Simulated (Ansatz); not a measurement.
Structures of Cd2Mo: which is lowest?

Plane-wave DFT in Ansatz with scalar-relativistic PAW potentials, cutoff 420 eV, Γ-centred meshes chosen by cell and gap, Gaussian smearing with energies taken to zero width. Every cell was relaxed (cell and atoms) in a run of its own, within the symmetry of its start. Functional: PBE.

Relaxed structures (starts from databases or built by putting these elements on another compound's sites):
A. P6/mmm, 3 atoms in the computed cell, a = 4.869 Å, c = 2.757 Å; sites (symmetry × multiplicity) Cd -6m2 × 2, Mo 6/mmm × 1; start: built
B. I4/mmm, 3 atoms in the computed cell, a = 2.851 Å, c = 13.920 Å; sites (symmetry × multiplicity) Cd 4mm × 4, Mo 4/mmm × 2; start: built

Q: Rank them by energy. Could pressure change the order?

A:
| structure | group | E − E(lowest) (meV/atom) | V (Å³/atom) | gap on mesh (eV) |
| --- | --- | --- | --- | --- |
| B | I4/mmm | 0.0 | 18.86 | 0.00 |
| A | P6/mmm | 219 | 18.86 | 0.00 |

B is lowest, 219 meV/atom under A. The two lowest differ in volume by under 3 %, too little for a first-order estimate of what pressure does to that pair (other pairs aren't weighed here); with rigid cells even 3 % in favour of the higher one would need about 62 GPa. Other structures may lie lower than all of these, and vibrations aren't counted.